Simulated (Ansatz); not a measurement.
TaAs:
```
TaAs
1.0
    3.17896     0.00000     0.00000
    0.00000     3.17896     0.00000
    0.00000     0.00000     3.17896
Ta As
1 1
Direct
  0.00000   0.00000   0.00000
  0.50000   0.50000   0.50000
```

Relaxed with PBEsol. Special points in fractions of this cell's reciprocal vectors: Γ (0.000, 0.000, 0.000); X (0.000, 0.500, 0.000); M (0.500, 0.500, 0.000); R (0.500, 0.500, 0.500).

List the band energies nearest the Fermi level at these points for the program Ansatz at the PBEsol with spin–orbit coupling level (PAW).

In eV from the Fermi level; about four levels below and three above (degenerate sets whole), none deeper than 8.9 eV; points with the same levels are listed once.

| k | below | above |
|---|---|---|
| Γ | -3.11 -3.11 -3.11 -3.11 -0.43 -0.43 | 0.35 0.35 0.35 0.35 |
| X | -2.30 -2.30 -2.02 -2.02 | 2.65 2.65 3.95 3.95 |
| M | -4.71 -4.71 -3.26 -3.26 | 0.04 0.04 0.25 0.25 |
| R | -6.53 -6.53 -6.53 -6.53 | 1.97 1.97 3.65 3.65 3.65 3.65 |

Space group Pm-3m (CsCl type). The cell is a constructed one: a structure type filled with these elements; neither database checked (COD, Materials Project) lists it. It is not the phase usual at ambient conditions (space group No. 109). The PBEsol relaxation kept the symmetry of its start; of distortions, only those at the zone centre were tested. The run is not spin-polarised.

Potentials: the later of the program's two PAW sets.
